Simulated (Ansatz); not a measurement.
PbS:
```cif
data_Pb4S4
_chemical_formula_sum 'Pb4 S4'
_space_group_name_H-M_alt 'P 1'
_space_group_IT_number 1
_cell_length_a 12.01644
_cell_length_b 4.20614
_cell_length_c 4.35104
_cell_angle_alpha 90.000
_cell_angle_beta 90.000
_cell_angle_gamma 90.000
loop_
_space_group_symop_operation_xyz
  'x, y, z'
loop_
_atom_site_label
_atom_site_type_symbol
_atom_site_fract_x
_atom_site_fract_y
_atom_site_fract_z
_atom_site_occupancy
Pb1 Pb 0.87221 0.25000 0.18145 1
Pb2 Pb 0.12779 0.75000 0.81855 1
Pb3 Pb 0.62779 0.75000 0.68145 1
Pb4 Pb 0.37221 0.25000 0.31855 1
S1 S 0.64431 0.25000 0.10637 1
S2 S 0.35569 0.75000 0.89363 1
S3 S 0.85569 0.75000 0.60637 1
S4 S 0.14431 0.25000 0.39363 1
```

Relaxed with r²SCAN+D4. DFT-r²SCAN+D4 in the program Ansatz with PAW potentials gives a gap of 1.49 eV.

### Question
What gap does HSE06 give on the same cell (Ansatz, PAW)?

### Answer
1.74 eV, 0.26 eV more. The hybrid was solved on a coarser mesh and at special points; its gap is the smallest among all of these.

```
k  v1 r²SCAN+D4  c1 r²SCAN+D4    v1 HSE06    c1 HSE06
-  ------------  ------------  ----------  ----------
Γ         -0.46          1.87       -0.51        2.17
X         -0.57          3.37  (withheld)  (withheld)
Z         -0.20          1.69       -0.21        1.96
U         -0.23          1.81  (withheld)  (withheld)
Y         -0.36          1.69       -0.36        1.95
S         -0.51          2.01  (withheld)  (withheld)
T         -0.91          3.37       -1.01        3.74
R         -1.62          3.93  (withheld)  (withheld)
```

### Question
Top valence (v1) and lowest conduction level (c1) in eV from each method's valence maximum (which need not be a listed point): supply the withheld HSE06 values.

### Answer

- U, v1 HSE06: -0.24
- U, c1 HSE06: 2.09
- R, v1 HSE06: -1.77
- R, c1 HSE06: 4.30
- S, v1 HSE06: -0.53
- S, c1 HSE06: 2.28
- X, v1 HSE06: -0.66
- X, c1 HSE06: 3.77

Cost on shared cores: the r²SCAN+D4 run (SCF on a 3×7×7 mesh, then bands and DOS) very roughly 4 core-minutes, the HSE06 run (SCF on 2×4×4, then a few points) roughly 5 core-minutes; the tasks are unlike.

Space group Pnma. The workflow started from a Materials Project entry (that database holds measured and hypothetical structures alike); the Crystallography Open Database copy checked does not list it. It is not the phase usual at ambient conditions (space group No. 225). The r²SCAN+D4 relaxation kept the symmetry of its start; whether a distortion lowers the energy is not shown. Scalar-relativistic: spin–orbit coupling is off unless named, which matters more the heavier the elements.

Potentials: the later of the program's two PAW sets.
